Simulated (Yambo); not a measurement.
Yambo run on RbCaH3 (cubic perovskite, space group Pm-3m, No. 221). The wavefunctions are PBEsol (pw.x of Quantum ESPRESSO, ONCV potentials, without SOC) ones on a 4×4×4 mesh (11 occupied bands); a = b = c = 4.521 Å, α = β = γ = 90.00°.

Yambo input:

```
rim_cut
gw0
dyson
el_el_corr
HF_and_locXC
cohsex
em1s
RandQpts= 1000000
RandGvec= 1 Ry
EXXRLvcs= 72 Ry
VXCRLvcs= 288 Ry
Chimod= "HARTREE"
% BndsRnXs
 1 | 162 |
%
NGsBlkXs= 8 Ry
% LongDrXs
 1.0 | 1.0 | 1.0 |
%
ExtendOut
% QPkrange
 6 | 6 | 11 | 12 |
%
```

k points by index: 6 = M.

The o-*.qp file then holds:

```
#    K-point    Band    Eo [eV]    E [eV]    E-Eo [eV]    Vxc [eV]    Vnlxc [eV]    Sc|Eo [eV]    Re(Z)    Im(Z)
#
    6    11    0.000000    -3.823360    -3.823360    -10.61310    -14.30802    -0.128443    1.000000    0.000000
    6    12    3.078470    2.978840    -0.099630    -8.381096    -3.887301    -4.593424    1.000000    0.000000
```
(The two width columns are left out.) Convergence of these settings isn't established.

Geometry of the Materials Project entry, not relaxed at this level.
